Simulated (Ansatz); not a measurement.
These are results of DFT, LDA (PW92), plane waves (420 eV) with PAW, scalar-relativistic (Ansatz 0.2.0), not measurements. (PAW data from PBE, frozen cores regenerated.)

An element in the hcp structure gives this curve. The cell is scaled uniformly from the relaxed one, with fractional coordinates and shape fixed. Energies are extrapolated to zero smearing, pressures are those at the given smearing. Magnetic state: spin not included.

| V (Å³/atom) | E − E₀ (meV/atom) | P (GPa) |
| --- | --- | --- |
| 43.121 | 31.5 | 1.99 |
| 45.081 | 12.6 | 1.20 |
| 47.041 | 2.6 | 0.54 |
| 49.001 | 0.1 | -0.03 |
| 50.961 | 3.8 | -0.51 |
| 52.921 | 13.0 | -0.92 |
| 54.881 | 26.7 | -1.27 |

Which element is it?
A. lanthanum
B. rubidium
C. potassium
D. strontium

D. Its fit is V₀ = 48.76 Å³/atom, B₀ = 13.1 GPa, B₀′ = 3.1.
